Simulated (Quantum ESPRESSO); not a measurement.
Ta5AuHfW, a guest atom moved from site to site

Simulated, not a measurement. The program is pw.x of Quantum ESPRESSO 7.5 (plane-wave density functional theory). The cell is made up: eight metal atoms on a face-centred cubic lattice, with elements, volume, strain and displacements drawn at random and not relaxed, so it may be unstable or far from any real phase. PseudoDojo standard norm-conserving files set the functional (PBE unless stated); there is no spin polarisation or spin-orbit coupling, the Fermi-Dirac width of 0.25 eV means electrons at about 2900 K, and the masses in the input are unused placeholders. Heavy elements are run without spin-orbit coupling, which real alloys of them have. A spin test at this wide smearing found no moment, but such smearing suppresses magnetism that the real alloy may have.

The runs move one Au atom among sites that otherwise hold Ta. Cell, positions, cutoff, mesh and smearing stay as in the input of run 1; sites are counted in its order. Stress in the tables is positive in tension.

Input of run 1:

```
&control calculation='scf', pseudo_dir='./dojo.nc.sr.pbe.v0_5.standard.upf', outdir='./o', disk_io='minimal', tprnfor=.true., tstress=.true. /
&system ibrav=0, nat=8, ntyp=4, nbnd=72, ecutwfc=75.99759826, nosym=.true., tot_charge=0,
 occupations='smearing', smearing='fd', degauss=0.0183746611
/
&electrons conv_thr=1.470e-08, electron_maxstep=70, mixing_beta=0.5 /
ATOMIC_SPECIES
Au 1.0 Au.upf
Hf 1.0 Hf.upf
Ta 1.0 Ta.upf
W 1.0 W.upf
CELL_PARAMETERS angstrom
0.0313 -2.0813 -2.0066
-6.0239 -1.9736 -0.0137
-2.0978 4.1758 -6.0017
ATOMIC_POSITIONS angstrom
Ta 0.1075 0.0899 0.0103
Au -2.0654 2.0107 -4.1385
Ta -2.226 0.0528 -2.0402
Ta -4.2196 2.0377 -5.7884
Hf -4.0353 0.2455 -3.8208
W -4.0105 -2.156 -2.1151
Ta -6.085 0.043 -6.0752
Ta -5.9872 -1.9283 -3.9223
K_POINTS automatic
8 4 3 1 1 1
```

```
run  elements on sites 1 to 8  free energy less that of run 1 (eV)  -TS (eV)  pressure (GPa)  stress xx (GPa)  stress yy (GPa)  stress zz (GPa)  stress yz (GPa)  stress xz (GPa)  stress xy (GPa)  iterations
  1    Ta Au Ta Ta Hf W Ta Ta                                0.000    -1.610           28.03           -28.09           -27.63           -28.36             3.55            -1.77            -1.22          21
  2    Ta Ta Au Ta Hf W Ta Ta                                0.288    -1.661           29.43           -31.79           -28.14           -28.37             3.11            -0.10            -1.09          21
  3    Ta Ta Ta Au Hf W Ta Ta                                0.237    -1.658           28.70           -32.63           -27.44           -26.03             2.84            -0.12            -1.04          21
  4    Ta Ta Ta Ta Hf W Au Ta                               -0.155    -1.578           27.52           -29.05           -26.99           -26.52             2.99             1.36            -2.36          21
  5    Ta Ta Ta Ta Hf W Ta Au                                0.261    -1.642           28.71           -31.24           -27.26           -27.63             2.98            -2.90            -0.08          20
```

Forces Fx Fy Fz (eV/Å):

| site | run 1 | run 2 | run 3 | run 4 | run 5 |
| --- | --- | --- | --- | --- | --- |
| 1 | -2.31 -0.72 -0.52 | -2.73 -0.11 0.05 | -2.87 -0.67 -0.07 | -2.04 -1.28 -0.07 | -2.43 -0.62 -0.06 |
| 2 | 1.18 1.15 0.86 | 1.46 1.26 0.33 | 0.86 1.48 0.10 | 1.29 1.45 0.49 | 2.19 0.80 0.58 |
| 3 | 3.06 -1.20 2.16 | 3.16 -0.57 1.46 | 3.13 -0.81 1.80 | 3.16 -1.04 1.95 | 3.44 -0.94 1.83 |
| 4 | 1.61 1.87 -3.37 | 1.27 2.19 -3.89 | 1.72 1.60 -3.37 | 1.59 1.72 -3.66 | 1.39 2.08 -3.60 |
| 5 | -0.72 -1.21 -1.08 | -0.58 -2.48 -0.27 | -1.40 -1.68 -0.92 | -2.05 -1.01 -1.31 | -1.90 -2.01 -0.04 |
| 6 | 0.58 0.77 0.10 | 0.41 1.00 0.09 | 0.85 0.23 0.81 | 0.58 0.63 0.53 | 0.14 1.28 0.24 |
| 7 | -1.59 -0.70 1.81 | -1.31 -0.64 1.77 | -1.01 0.04 1.37 | -1.28 -0.13 1.69 | -1.36 -0.39 1.44 |
| 8 | -1.81 0.05 0.04 | -1.69 -0.65 0.47 | -1.27 -0.19 0.27 | -1.24 -0.34 0.38 | -1.47 -0.20 -0.39 |

The sites are displaced and not relaxed, so the energy differences hold strain from misfit and are not ordering energies. A rerun of one cell of this series at a higher cutoff and on a denser mesh moved values by no more than 0.005 eV in energy, 0.04 GPa in stress and 0.013 eV/Å in force, and a second program with other atomic files agreed on that cell to 2 % rms in force and 0.5 GPa in pressure.